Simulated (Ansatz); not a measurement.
# Li₂In: a two-dimensional sheet

The cell was found from a structure generator's guess, not taken from experiment.

Theory: Ansatz, DFT PBE, scalar-relativistic, plane waves, PAW. Settings: cutoff 420 eV, Γ-centred mesh 12×12×1 on the computed 3-atom cell, Gaussian smearing of 0.10 eV; no spin polarisation.

Only a and b repeat, and vacuum parts the sheet from its images along c.

```
Li In
1.0
     5.06103    0.00000    0.00000
    -2.53052    4.38298    0.00000
     0.00000    0.00000   23.80000
Li In
2 1
Direct
  0.33333 0.66667 0.29412
  0.66667 0.33333 0.29412
  0.00000 0.00000 0.29412
```

The zero of energy is the elements' standard structures at the same level; no fitted shifts are applied.

For Li₂In, the layer group is p6/mmm (No. 80) and the in-plane cell is a = 5.061 Å, b = 5.061 Å, γ = 120.0°. The area per atom is 7.39 Å², the thickness between the outermost nuclei is 0.00 Å and the energy over the elements is +0.31 eV/atom. The band gap over mesh and path is none (metal or semimetal) and the density of states at the Fermi level is 2.6 states/eV per cell. The löwdin character within 0.5 eV of the Fermi level is In 5p 86 %, unprojected 7 % and the bader charges (e) is Li1 0.81, Li2 0.81, In3 -1.62.

Levels along Γ–M–K–Γ, in eV from the Fermi level, sorted by energy at each point. Points in fractions of the primitive reciprocal vectors: Γ (0.000 0.000 0.000), M (0.500 0.000 0.000), K (0.333 0.333 0.000).
```tsv
point	k (1/Å, with 2π)	band 8	band 9	band 10	band 11	band 12	band 13
Γ	0.000	-5.35	-0.33	1.43	1.43	2.66	3.12
-	0.102	-5.33	-0.29	1.12	1.28	2.75	3.27
-	0.205	-5.27	-0.17	0.52	0.97	2.86	3.44
-	0.307	-5.17	-0.09	0.02	0.65	2.98	3.56
-	0.410	-5.06	-0.64	0.28	0.38	3.07	3.73
-	0.512	-4.94	-1.07	0.18	0.59	3.12	3.16
-	0.614	-4.85	-1.35	0.06	0.90	2.64	3.13
M	0.717	-4.81	-1.45	0.02	1.07	2.41	3.14
-	0.776	-4.81	-1.44	-0.03	1.08	2.42	3.21
-	0.835	-4.80	-1.42	-0.16	1.11	2.46	3.42
-	0.894	-4.79	-1.38	-0.35	1.16	2.52	3.73
-	0.953	-4.77	-1.32	-0.55	1.22	2.61	3.93
-	1.012	-4.75	-1.25	-0.74	1.28	2.73	3.57
-	1.071	-4.74	-1.16	-0.92	1.34	2.87	3.26
K	1.131	-4.73	-1.05	-1.05	1.37	3.04	3.04
-	1.249	-4.76	-1.18	-0.79	1.22	2.92	3.44
-	1.367	-4.85	-1.08	-0.47	0.86	3.21	3.96
-	1.485	-4.98	-0.77	-0.09	0.47	3.58	3.69
-	1.603	-5.12	-0.27	0.13	0.35	3.21	3.92
-	1.722	-5.24	-0.12	0.36	0.81	2.95	3.67
-	1.840	-5.32	-0.28	1.04	1.23	2.77	3.34
Γ	1.958	-5.35	-0.33	1.43	1.43	2.66	3.12
```

The last run used a 12×12×1 mesh for its 3-atom cell and Gaussian smearing of 0.10 eV.
